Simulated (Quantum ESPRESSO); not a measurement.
## Ru3Ag2AlPdMo (input and log of a self-consistent run)

A calculation, not a measurement. The program is pw.x of Quantum ESPRESSO 7.5 (plane-wave density functional theory). The cell is made up: eight metal atoms on a face-centred cubic lattice, with elements, volume, strain and displacements drawn at random and not relaxed, so it may be unstable or far from any real phase. PseudoDojo standard norm-conserving files set the functional (PBE unless stated); there is no spin polarisation or spin-orbit coupling, the Fermi-Dirac width of 0.25 eV means electrons at about 2900 K, and the masses in the input are unused placeholders. A spin test at this wide smearing found no moment, but such smearing suppresses magnetism that the real alloy may have.

Input:

```
&control calculation='scf', pseudo_dir='./dojo.nc.sr.pbe.v0_5.standard.upf', outdir='./o', disk_io='minimal', tprnfor=.true., tstress=.true. /
&system ibrav=0, nat=8, ntyp=5, nbnd=75, ecutwfc=84.00895049, nosym=.true., tot_charge=0,
 occupations='smearing', smearing='fd', degauss=0.0183746611
/
&electrons conv_thr=1.470e-08, electron_maxstep=70, mixing_beta=0.5 /
ATOMIC_SPECIES
Ag 1.0 Ag.upf
Al 1.0 Al.upf
Mo 1.0 Mo.upf
Pd 1.0 Pd.upf
Ru 1.0 Ru.upf
CELL_PARAMETERS angstrom
0.0202 0.0027 -3.8094
3.8185 0.031 -0.0202
-0.062 -7.7356 0.0053
ATOMIC_POSITIONS angstrom
Ru -0.0634 0.0163 0.0728
Ag -0.025 -3.8602 -0.0685
Al 1.825 -2.0187 0.0608
Pd 1.9175 -5.7341 0.0721
Ru -0.0371 -1.8334 -1.8546
Mo -0.0341 -5.9427 -1.9012
Ru 1.8773 0.0601 -1.9076
Ag 1.8934 -3.852 -1.8511
K_POINTS automatic
6 6 3 1 1 1
```

The log is shortened where brackets say so; the opening notice, blank lines, dates and the lines on written files are dropped, and the path of the files is cut. It prints rydbergs, bohrs and kilobars, and counts compression as positive stress. Its total energy is the free energy E - TS of the whole cell.

```
     Program PWSCF v.7.5
     Parallel version (MPI & OpenMP), running on       4 processor cores
     Number of MPI processes:                 4
     Threads/MPI process:                     1
     [start-up lines left out]
     bravais-lattice index     =            0
     lattice parameter (alat)  =       7.1988  a.u.
     unit-cell volume          =     759.2754 (a.u.)^3
     number of atoms/cell      =            8
     number of atomic types    =            5
     number of electrons       =       121.00
     number of Kohn-Sham states=           75
     kinetic-energy cutoff     =      84.0090  Ry
     charge density cutoff     =     336.0358  Ry
     scf convergence threshold =      1.5E-08
     mixing beta               =       0.5000
     number of iterations used =            8  plain     mixing
     Exchange-correlation= PBE
                           (   1   4   3   4   0   0   0)
     [axes and pseudopotential details left out]
   Cartesian axes
     site n.     atom                  positions (alat units)
         1        Ru     tau(   1) = (  -0.0166428   0.0042788   0.0191103  )
         2        Ag     tau(   2) = (  -0.0065626  -1.0133209  -0.0179816  )
         3        Al     tau(   3) = (   0.4790712  -0.5299184   0.0159603  )
         4        Pd     tau(   4) = (   0.5033529  -1.5052286   0.0189266  )
         5        Ru     tau(   5) = (  -0.0097389  -0.4812763  -0.4868414  )
         6        Mo     tau(   6) = (  -0.0089514  -1.5599871  -0.4990741  )
         7        Ru     tau(   7) = (   0.4928002   0.0157765  -0.5007541  )
         8        Ag     tau(   8) = (   0.4970265  -1.0111684  -0.4859226  )
     number of k points=    54  Fermi-Dirac smearing, width (Ry)=  0.0184
                       cart. coord. in units 2pi/alat
        k(    1) = (   0.0833693  -0.0828013  -0.0829511), wk =   0.0370370
        k(    2) = (   0.0807050   0.2455252  -0.0827326), wk =   0.0370370
     [further k points left out]
     Dense  grid:    78895 G-vectors     FFT dimensions: (  45,  45,  90)
     Estimated max dynamical RAM per process >     299.87 MB
     Estimated total dynamical RAM >       1.11 GB
     Initial potential from superposition of free atoms
     starting charge     120.9927, renormalised to     121.0000
     Starting wfcs are   73 randomized atomic wfcs +    2 random wfcs
     total cpu time spent up to now is        4.5 secs
     per-process dynamical memory:   235.5 Mb
     Self-consistent Calculation
     iteration #  1     ecut=    84.01 Ry     beta= 0.50
     Davidson diagonalization with overlap
     ethr =  1.00E-02,  avg # of iterations =  3.0
     total cpu time spent up to now is       16.0 secs
     total energy              =   -1637.11655487 Ry
     estimated scf accuracy    <       8.68639364 Ry
     iteration #  2     ecut=    84.01 Ry     beta= 0.50
     Davidson diagonalization with overlap
     ethr =  7.18E-03,  avg # of iterations =  3.9
     total cpu time spent up to now is       29.4 secs
     total energy              =   -1632.04685462 Ry
     estimated scf accuracy    <     158.25994417 Ry
     iteration #  3     ecut=    84.01 Ry     beta= 0.50
     Davidson diagonalization with overlap
     ethr =  7.18E-03,  avg # of iterations =  4.4
     total cpu time spent up to now is       42.3 secs
     total energy              =   -1642.14687312 Ry
     estimated scf accuracy    <       7.19313578 Ry
     iteration #  4     ecut=    84.01 Ry     beta= 0.50
     Davidson diagonalization with overlap
     ethr =  5.94E-03,  avg # of iterations =  1.8
     total cpu time spent up to now is       51.6 secs
     total energy              =   -1642.57829414 Ry
     estimated scf accuracy    <       2.51574494 Ry
     iteration #  5     ecut=    84.01 Ry     beta= 0.50
     Davidson diagonalization with overlap
     ethr =  2.08E-03,  avg # of iterations =  1.2
     total cpu time spent up to now is       60.7 secs
     total energy              =   -1642.55012977 Ry
     estimated scf accuracy    <       1.29457470 Ry
     [iterations 6 to 12 left out]
     iteration # 13     ecut=    84.01 Ry     beta= 0.50
     Davidson diagonalization with overlap
     ethr =  5.96E-09,  avg # of iterations =  2.0
     total cpu time spent up to now is      137.5 secs
     total energy              =   -1642.64253621 Ry
     estimated scf accuracy    <       0.00000086 Ry
     iteration # 14     ecut=    84.01 Ry     beta= 0.50
     Davidson diagonalization with overlap
     ethr =  7.11E-10,  avg # of iterations =  2.0
     total cpu time spent up to now is      146.8 secs
     total energy              =   -1642.64253631 Ry
     estimated scf accuracy    <       0.00000006 Ry
     iteration # 15     ecut=    84.01 Ry     beta= 0.50
     Davidson diagonalization with overlap
     ethr =  5.08E-11,  avg # of iterations =  2.5
     total cpu time spent up to now is      156.8 secs
     total energy              =   -1642.64253632 Ry
     estimated scf accuracy    <       0.00000002 Ry
     iteration # 16     ecut=    84.01 Ry     beta= 0.50
     Davidson diagonalization with overlap
     ethr =  1.72E-11,  avg # of iterations =  2.0
     total cpu time spent up to now is      166.3 secs
     total energy              =   -1642.64253632 Ry
     estimated scf accuracy    <       0.00000004 Ry
     iteration # 17     ecut=    84.01 Ry     beta= 0.50
     Davidson diagonalization with overlap
     ethr =  1.72E-11,  avg # of iterations =  1.0
     total cpu time spent up to now is      174.9 secs
     End of self-consistent calculation
     [lines on levels left out]
!    total energy              =   -1642.64253632 Ry
     estimated scf accuracy    <          2.2E-09 Ry
     smearing contrib. (-TS)   =      -0.10813447 Ry
     internal energy E=F+TS    =   -1642.53440185 Ry
     The total energy is F=E-TS. E is the sum of the following terms:
     one-electron contribution =    -539.29837365 Ry
     hartree contribution      =     351.85464183 Ry
     xc contribution           =    -260.73962316 Ry
     ewald contribution        =   -1194.35104688 Ry
     convergence has been achieved in  17 iterations
     Forces acting on atoms (cartesian axes, Ry/au):
     atom    1 type  5   force =     0.01351227    0.00423984   -0.02055472
     atom    2 type  1   force =     0.00146979    0.01181529    0.05650772
     atom    3 type  2   force =     0.00937966    0.05895983   -0.00407153
     atom    4 type  4   force =    -0.03053437   -0.07263583   -0.02337184
     atom    5 type  5   force =     0.00247959    0.01957192   -0.00708627
     atom    6 type  3   force =     0.00255177   -0.04547390    0.01884046
     atom    7 type  5   force =     0.00781658    0.00364648    0.01529762
     atom    8 type  1   force =    -0.00667529    0.01987637   -0.03556144
     Total force =     0.138473     Total SCF correction =     0.000137
     Computing stress (Cartesian axis) and pressure
          total   stress  (Ry/bohr**3)                   (kbar)     P=      201.96
   0.00139863  -0.00017750   0.00012249          205.75      -26.11       18.02
  -0.00017750   0.00133936  -0.00003235          -26.11      197.03       -4.76
   0.00012249  -0.00003235   0.00138061           18.02       -4.76      203.09
     init_run     :      4.10s CPU      4.25s WALL (       1 calls)
     electrons    :    166.70s CPU    170.40s WALL (       1 calls)
     forces       :      1.52s CPU      1.52s WALL (       1 calls)
     stress       :      5.23s CPU      5.23s WALL (       1 calls)
     [timing details left out]
     PWSCF        :   2m57.79s CPU   3m 1.66s WALL
     JOB DONE.
```

In other units: free energy -22349.290 eV for the cell, pressure 20.20 GPa, largest force component 1.868 eV/Å in size. The run took 183 s of wall time with four MPI processes on a shared machine (AMD EPYC, Zen 5, virtual cores), so the time is rough. A rerun of this cell at a higher cutoff and on a denser mesh moved values by no more than 0.010 eV in energy, 0.12 GPa in stress and 0.008 eV/Å in force, and a second program with other atomic files agreed on that cell to 2 % rms in force and 0.5 GPa in pressure.